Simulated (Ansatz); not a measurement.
Sb₂Au:
```yaml
crystal:
  lattice:
    - [0.00000, 3.41853, 3.41853]
    - [3.41853, 0.00000, 3.41853]
    - [3.41853, 3.41853, 0.00000]
  atoms:
    - { symbol: Au, position: [0.00000, 0.00000, 0.00000] }
    - { symbol: Sb, position: [0.25000, 0.25000, 0.25000] }
    - { symbol: Sb, position: [0.75000, 0.75000, 0.75000] }
```

Relaxed with r²SCAN. Special points in fractions of this cell's reciprocal vectors: Γ (0.000, 0.000, 0.000); X (0.500, 0.000, 0.500); U (0.625, 0.250, 0.625); K (0.375, 0.375, 0.750); L (0.500, 0.500, 0.500); W (0.500, 0.250, 0.750).

### Question
List the band energies nearest the Fermi level at these points for the program Ansatz at the r²SCAN level (PAW).

### Answer
In eV from the Fermi level; about four levels below and three above (degenerate sets whole), none deeper than 8.9 eV; points with the same levels are listed once.

```
k                          below           above
-  -----------------------------  --------------
Γ  -5.17 -5.17 -0.33 -0.33 -0.33  0.61 0.61 0.61
X        -5.00 -4.40 -4.40 -3.73  0.65 3.53 3.53
U        -5.25 -4.72 -3.69 -2.44  1.57 1.85 2.16
L        -2.46 -2.23 -2.23 -1.35  0.22 0.22 4.69
W        -5.04 -3.90 -0.64 -0.64  2.22 3.16 4.17
```

Space group Fm-3m (fluorite or antifluorite type). The workflow started from an entry of the Crystallography Open Database (COD), which files this formula under 2 space groups. Whether it is the stable phase at ambient conditions was not checked. The r²SCAN relaxation kept the symmetry of its start; whether a distortion lowers the energy is not shown. Its formation energy is positive at this level, so the cell may be metastable or incomplete. Spin–orbit coupling is left out wherever it is not named.

Potentials: the later of the program's two PAW sets.
